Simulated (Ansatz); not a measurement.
GaN:
```yaml
crystal:
  lattice:
    - [0.00000, 2.27439, 2.27439]
    - [2.27439, 0.00000, 2.27439]
    - [2.27439, 2.27439, 0.00000]
  atoms:
    - { symbol: Ga, position: [0.00000, 0.00000, 0.00000] }
    - { symbol: N, position: [0.25000, 0.25000, 0.25000] }
```

Relaxed with PBE. Special points in fractions of this cell's reciprocal vectors: Γ (0.000, 0.000, 0.000); X (0.500, 0.000, 0.500); U (0.625, 0.250, 0.625); K (0.375, 0.375, 0.750); L (0.500, 0.500, 0.500); W (0.500, 0.250, 0.750).

Problem. List the band energies nearest the valence-band maximum at these points for PBE (plane waves, PAW; program Ansatz).

Solution. In eV from the valence-band maximum; about four levels below and three above (degenerate sets whole), none deeper than 8.9 eV; … stands for higher levels left out; points with the same levels are listed once.

```json
[
 {"k": "Γ", "below": "0.00 0.00 0.00", "above": "1.54 …"},
 {"k": "X", "below": "-6.01 -2.60 -2.60", "above": "3.35 6.50 …"},
 {"k": "U", "below": "-5.75 -4.10 -2.09", "above": "4.95 7.64 …"},
 {"k": "L", "below": "-6.85 -0.93 -0.93", "above": "4.45 8.59 …"},
 {"k": "W", "below": "-5.59 -3.57 -3.50", "above": "6.17 8.11 …"}
]
```

Space group F-43m (zinc blende). Symmetry was held in the PBE relaxation. Scalar-relativistic: spin–orbit coupling is off unless named, which matters more the heavier the elements.

Potentials: the earlier of the program's two PAW sets.
